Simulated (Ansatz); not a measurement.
The relaxed structure here is a generated cell of AlNi: the first start was made by placing the elements on the sites of a structure type, and the end was not matched to a known phase here, so it may be hypothetical. Known forms of AlNi include space group No. 221.

One stationary structure of AlNi. Space group R-3m (No. 166), AFLOW prototype AB_hR2_166_a_b (L1_1, as in CuPt). All values below come from PBE (plane waves to 420 eV, PAW, scalar-relativistic; Ansatz, a program for electronic structure).

Space group R-3m, hexagonal axes (No. 166); a = b = 2.7308 Å, c = 11.7086 Å, α = β = 90.00°, γ = 120.00°

```
atom  site  symmetry       x       y       z
----  ----  --------  ------  ------  ------
Ni      3b       -3m  0.0000  0.0000  0.5000
Al      3a       -3m  0.0000  0.0000  0.0000
```
(The calculation used a cell of 2 atoms; values per cell refer to that cell.)

* **Volume per atom**: 12.60 Å³
* **Density**: 5.64 g/cm³
* **Band gap**: no gap (metallic)
* **Shortest distances**: Al–Ni 2.51 Å; Ni–Ni 2.73 Å; Al–Al 2.73 Å
* **k-mesh**: 20×20×20

No spin polarisation in the result. A magnetic state may lie lower.

It was reached from a disturbed copy of a Immm (No. 71) cell, against which it lies -0.21 eV/atom.
